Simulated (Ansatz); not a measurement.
# What internal relaxation does to the elastic constants of GaO

Computed with DFT PBEsol, scalar-relativistic, plane waves, PAW in Ansatz 0.2.0. Settings: 420 eV plane-wave cutoff, Γ-centred 12×12×2 mesh, fixed occupations. No spin polarisation.

The cell, relaxed at this level:
```
CELL_PARAMETERS angstrom
3.06982 0.00000 0.00000
-1.53491 2.65854 0.00000
0.00000 0.00000 12.87211
ATOMIC_POSITIONS crystal
Ga 0.33333 0.66667 0.15386
Ga 0.66667 0.33333 0.65386
Ga 0.33333 0.66667 0.34614
Ga 0.66667 0.33333 0.84614
O 0.33333 0.66667 0.59796
O 0.66667 0.33333 0.09796
O 0.33333 0.66667 0.90204
O 0.66667 0.33333 0.40204
```

The cell was built by swapping an element in a database structure (itself possibly hypothetical) and relaxing; it need not be the stable form of this composition. The crystal is built of layers and no dispersion correction was added, so the binding between them is poorly described, and with it their spacing and whatever depends on it.

Clamped-ion constants (GPa, Voigt order; atoms follow the strain homogeneously):
```
300.5 106.1  56.0   0.0   0.0   0.0
106.1 300.5  56.0   0.0   0.0   0.0
 56.0  56.0 171.6   0.0   0.0   0.0
  0.0   0.0   0.0  70.3   0.0   0.0
  0.0   0.0   0.0   0.0  70.3   0.0
  0.0   0.0   0.0   0.0   0.0  97.2
```

Problem. What are the constants once the atoms relax in each strained cell?

Solution.
```
225.9  89.2  29.4   0.0   0.0   0.0
 89.2 225.9  29.4   0.0   0.0   0.0
 29.4  29.4  29.7   0.0   0.0   0.0
  0.0   0.0   0.0  26.0   0.0   0.0
  0.0   0.0   0.0   0.0  26.0   0.0
  0.0   0.0   0.0   0.0   0.0  68.3
```
The Voigt shear modulus goes from 84.5 to 46.3 GPa and the Voigt bulk modulus from 134.3 to 86.4 GPa. Relaxation subtracts ΛᵀK⁻¹Λ/V, with Λ the forces that a strain puts on the atoms and K the zone-centre force constants. At a stable cell this can only lower the diagonal constants, and it acts only for strains that share their symmetry with an optical mode; elsewhere, and where the coupling is weak, the constants hardly move.

Cost: 2 runs of about 6.4 core-minutes in all, on AMD EPYC 9R45 (Zen 5), Intel Xeon 6975P-C (Granite Rapids) (shared hosts).